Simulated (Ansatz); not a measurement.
KF (rock salt, Fm-3m), PBEsol in the plane-wave PAW code Ansatz: ε∞ = 2.02, cell volume 37.36 Å³. Infrared-active transverse modes:

```
ω_TO (cm⁻¹)  oscillator strength S_xx (e²/amu)
-----------  ---------------------------------
179.6                                   0.1020
```

Q: Compute the static dielectric constant.

A: Each mode adds (4.921e7/V) S/ω²: 4.16. So ε0 = 6.19.

Q: What LO frequency does the Lyddane–Sachs–Teller relation give?

A: ω_LO = ω_TO √(ε0/ε∞) = 314 cm⁻¹.

Symmetry was held in the PBEsol relaxation.

Potentials: the earlier of the program's two PAW sets. The files were generated under PBE; for other functionals the program regenerates the frozen cores, and for LDA and PBEsol the local potential too.
